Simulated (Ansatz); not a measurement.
How far is PAW off for Cl?

```
CELL_PARAMETERS angstrom
3.12000 -2.24000 0.00000
3.12000 2.24000 0.00000
0.00000 0.00000 8.26000
ATOMIC_POSITIONS crystal
Cl 0.13000 0.87000 0.10000
Cl 0.63000 0.37000 0.40000
Cl 0.87000 0.13000 0.90000
Cl 0.37000 0.63000 0.60000
```

Atom numbers follow the list: Cl1, Cl2, Cl3, Cl4.

Conventional cell: a = 6.240 Å, b = 4.480 Å, c = 8.260 Å, α = 90.00°, β = 90.00°, γ = 90.00°. Around Cl (atom 1) lie 1 Cl at 2.02 Å.

The cell is a measured one (Crystallography Open Database entry 9008593); the temperature and pressure of the measurement aren't taken into account, and nothing was relaxed.

All numbers are computed: DFT, PBE, PAW with Ansatz's default frozen-core files, scalar-relativistic (Ansatz 0.2.0); DFT, PBE, all-electron LAPW, scalar-relativistic (Ansatz 0.2.0).

For PAW: a Γ-centred 8×8×4 k mesh, Fermi–Dirac smearing of 0.02 eV, cutoff 420 eV, no spin polarisation. LAPW targets a basis error of 0.5 meV/atom. The Ansatz runs share mesh, smearing and spin set-up. Plane-wave (PAW) pressures include the program's estimate of the Pulay term.

Stress and pressure are positive in compression.

Levels count from the top of the valence band.

PAW results:

```
                       quantity     PAW
                 pressure (GPa)    0.53
                stress xx (GPa)    1.37
                stress yy (GPa)    0.32
                stress zz (GPa)   -0.11
         force on Cl1, y (eV/Å)   0.112
                  band gap (eV)   2.434
 highest filled level at Γ (eV)  -0.043
   lowest empty level at Γ (eV)   2.444
highest filled level at G0 (eV)  -0.411
  lowest empty level at G0 (eV)   2.666
 highest filled level at T (eV)  -0.476
   lowest empty level at T (eV)   2.568
```

**Question.** What does all-electron LAPW give for the same quantities?

**Answer.** 
| quantity | LAPW |
| --- | --- |
| pressure (GPa) | 0.53 |
| stress xx (GPa) | 1.37 |
| stress yy (GPa) | 0.33 |
| stress zz (GPa) | -0.11 |
| force on Cl1, y (eV/Å) | 0.112 |
| band gap (eV) | 2.442 |
| highest filled level at Γ (eV) | -0.043 |
| lowest empty level at Γ (eV) | 2.453 |
| highest filled level at G0 (eV) | -0.411 |
| lowest empty level at G0 (eV) | 2.673 |
| highest filled level at T (eV) | -0.476 |
| lowest empty level at T (eV) | 2.574 |
